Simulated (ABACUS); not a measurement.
A self-consistent single point of a model cell of HfSi (P6_3/mmc, 4 atoms in the cell; prototype structure) with ABACUS.

Method: ABACUS with PBE, numerical atomic orbitals SZP (confined pseudo-atomic orbitals with Gaussian additions; energy shift 0.003 Ry), PseudoDojo 0.5 standard norm-conserving PBE (tails mended) pseudopotentials.

```
CELL_PARAMETERS angstrom
      4.43107     0.00000     0.00000
     -2.21553     3.83742     0.00000
      0.00000     0.00000     6.17583
ATOMIC_POSITIONS crystal
  Hf 0.00000 0.00000 0.00000
  Hf 0.00000 0.00000 0.50000
  Si 0.33333 0.66667 0.25000
  Si 0.66667 0.33333 0.75000
```

Reference input (self-consistent single point, DFT, PBE, plane waves, PseudoDojo 0.5 standard norm-conserving PBE (tails mended) pseudopotentials): KPT = MP 5 5 3 0 0 0; basis_type = pw; dft_functional = PBE; ecutwfc = 58 Ry; smearing_method = fd; smearing_sigma = 0.00367493 Ry; potentials = PseudoDojo 0.5 standard norm-conserving PBE (tails mended); symmetry = 1; symmetry_prec = 1e-05; ks_solver = dav_subspace; scf_nmax = 100; scf_thr = 1.0e-09 Ry. This run's input differs from it in these lines:

```diff
@@ -3,6 +3,7 @@
 calculation          scf
-basis_type           pw
+basis_type           lcao
 pseudo_dir           ./
+orbital_dir          ./
 dft_functional       PBE
-ecutwfc              58.0
+ecutwfc              100.0
 symmetry             1
@@ -11,5 +12,5 @@
 smearing_sigma       0.00367493
-ks_solver            dav_subspace
+ks_solver            genelpa
 scf_nmax             100
-scf_thr              1.0e-09
+scf_thr              1.0e-07
 mixing_type          broyden
@@ -17,2 +18,3 @@
 cal_stress           1
+out_mul              1
 device               cpu
@@ -22,2 +24,6 @@
 Si 28.085 Si.upf
+
+NUMERICAL_ORBITAL
+Hf_pbe_8.9au_2s2p1d1f.orb
+Si_pbe_8.1au_1s1p1d.orb
```

The program printed (abridged):

```
 SELF-CONSISTENT
 -------------------------------------------

                  longest orb rcut (Bohr) = 8.9
   longest nonlocal projector rcut (Bohr) = 2.46
                     search radius (Bohr) = 22.7

                          real space grid = [ 54, 54, 75 ]
                                 init_chg = atomic

 LCAO ALGORITHM --------------- ION=   1  ELEC=   1--------------------------------

 Density error is 0.0957321397997
 E_KohnSham     -242.4063906396      -3298.1081443124
 E_Fermi        0.5509441527         7.4959797566

 LCAO ALGORITHM --------------- ION=   1  ELEC=   2--------------------------------

   [... lines left out ...]

   [... 4 blocks of this kind left out ...]

 LCAO ALGORITHM --------------- ION=   1  ELEC=   7--------------------------------

 Density error is 1.57535946966e-06
 E_KohnSham     -242.4884130776      -3299.2241168334
 E_Fermi        0.5418469942         7.3722065654

 LCAO ALGORITHM --------------- ION=   1  ELEC=   8--------------------------------

 Density error is 9.87466342422e-08
 E_KohnSham     -242.4884130776      -3299.2241168335
 E_KS(sigma->0) -242.4876679314      -3299.2139785989
 E_entropy(-TS) -0.0014902925        -0.0202764693
 E_Fermi        0.5418470090         7.3722067666
 charge density convergence is achieved
 final etot is -3299.2241168 eV
 EFERMI = 7.3722067666 eV

 STATE ENERGY(eV) AND OCCUPATIONS    NSPIN == 1
   [... 23 lines left out ...]

 TOTAL-FORCE (eV/Angstrom)
                       Hf1         0.0000000000         0.0000000000         0.0000000000
                       Hf2         0.0000000000         0.0000000000         0.0000000000
                       Si1         0.0000000000         0.0000000000         0.0000000000
                       Si2         0.0000000000         0.0000000000         0.0000000000

 TOTAL-STRESS (KBAR)
      -189.3436998979         0.0000493407        -0.0000000000
         0.0000493407      -189.3437182475         0.0000000000
         0.0000000000         0.0000000000       -29.4877012943
 TOTAL-PRESSURE: -136.058373 KBAR

 --------------------------------------------
 !FINAL_ETOT_IS -3299.2241168335435759 eV
 --------------------------------------------
```

The run converged in 8 iterations. Against the reference run the free energy goes up by 183 meV/atom and the pressure goes from -14.01 to -13.61 GPa.

Lattice and positions were typed or generated, without prior relaxation. The atom-centred basis is finite, which shifts total energies and pressures against plane waves. A single-zeta basis is rough, for pressures and forces above all. This run is one point of a test of settings, so its values need not be converged; read them against the reference run alone. No clean gap shows at this smearing width and mesh (spacing up to 0.34 Å⁻¹); the mesh is coarse for partly filled bands, so the values carry mesh errors.

Cost on one core: about 21 core-seconds (a rough figure).

The atomic orbitals were generated for these runs; they are not ABACUS's published sets and were checked against plane waves on a few crystals only.

“Tails mended”: in these copies of the files the far tail of each local potential was reset to the Coulomb form.
